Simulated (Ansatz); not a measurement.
Theory: Ansatz, DFT PBE, scalar-relativistic, plane waves, PAW. All cells share a 420 eV cutoff and Γ-centred k meshes spaced at most about 0.3 Å⁻¹ (about 0.25 or finer for metals, 2π included). No spin polarisation in the final relaxations.

Temperature and zero-point effects are left out.

Compare these two cells of AlAs₅, each relaxed at this level.

A.

```yaml
crystal:
  lattice:
    - [-2.87542, 2.87542, 3.88805]
    - [2.87542, -2.87542, 3.88805]
    - [2.87542, 2.87542, -3.88805]
  atoms:
    - { symbol: Al, position: [0.50000, 0.50000, 0.00000] }
    - { symbol: As, position: [0.50000, 0.50000, 0.50000] }
    - { symbol: As, position: [0.00000, 0.00000, 0.50000] }
    - { symbol: As, position: [0.50000, 0.00000, 0.00000] }
    - { symbol: As, position: [0.00000, 0.50000, 0.00000] }
    - { symbol: As, position: [0.00000, 0.00000, 0.00000] }
```

B.

```yaml
crystal:
  lattice:
    - [5.36377, 0.00000, 0.00000]
    - [-2.68189, 4.64516, 0.00000]
    - [0.00000, 0.00000, 5.13920]
  atoms:
    - { symbol: Al, position: [0.00000, 0.00000, 0.00000] }
    - { symbol: As, position: [0.33333, 0.66667, 0.00000] }
    - { symbol: As, position: [0.66667, 0.33333, 0.00000] }
    - { symbol: As, position: [0.50000, 0.00000, 0.50000] }
    - { symbol: As, position: [0.50000, 0.50000, 0.50000] }
    - { symbol: As, position: [0.00000, 0.50000, 0.50000] }
```

Question: Which form is favoured at zero pressure, and by what margin per atom?

Answer: A is lower, by 261 meV/atom. A has space group I4/mmm (No. 139), 21.4 Å³/atom and no gap on its mesh; B has the CaCu5 type, space group P6/mmm (No. 191), 21.3 Å³/atom and no gap. Counting As atoms around Al (those within 1.25 times the shortest such distance or 1.15 times the sum of covalent radii; a plus sign parts nearer from farther groups; the shortest distance is added where it is long for a bond), A has Al 8 and B has Al 6+12 from 3.1 Å. Even the lower one lies +0.25 eV/atom against the reference forms of the elements (uncorrected), so neither is stable at this level. Both come from invented guesses.

Cells relaxed within their symmetry can be saddle points.
